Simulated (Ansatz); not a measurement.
Ge$_{2}$Pt:
Space group Cmcm (No. 63); a = 3.4764 Å, b = 12.3582 Å, c = 4.9103 Å, α = β = γ = 90.00°

```json
[
 {"atom": "Ge", "site": "4c", "symmetry": "m2m", "x": "0.0000", "y": "0.0455", "z": "0.7500"},
 {"atom": "Ge", "site": "4c", "symmetry": "m2m", "x": "0.0000", "y": "0.2784", "z": "0.2500"},
 {"atom": "Pt", "site": "4c", "symmetry": "m2m", "x": "0.0000", "y": "0.6252", "z": "0.2500"}
]
```
(The calculation used a cell of 6 atoms; values per cell refer to that cell.)

This is the PBE-relaxed structure.

### Question
All from DFT-PBE in the program Ansatz with PAW potentials, unless another level is named. Predict the electronic character.

### Answer
metallic (no gap).

### Question
And the formation energy from the elements (no fitted shifts)?

### Answer
-0.065 eV/atom.

### Question
And the density of states at the Fermi level?

### Answer
0.40 states/eV per atom (mean over ±0.08 eV).

The cell is a constructed one: a structure type filled with these elements; neither database checked (COD, Materials Project) lists it. COD files the formula under space group No. 58, so this cell is another polymorph or a model. Whether it is the stable phase at ambient conditions was not checked. The PBE relaxation kept the symmetry of its start; its stability against distortions is not shown here. No spin polarisation was allowed. The references are the lowest solids computed at this level, not always the standard phases. Spin–orbit coupling is left out wherever it is not named.

Potentials: the later of the program's two PAW sets.
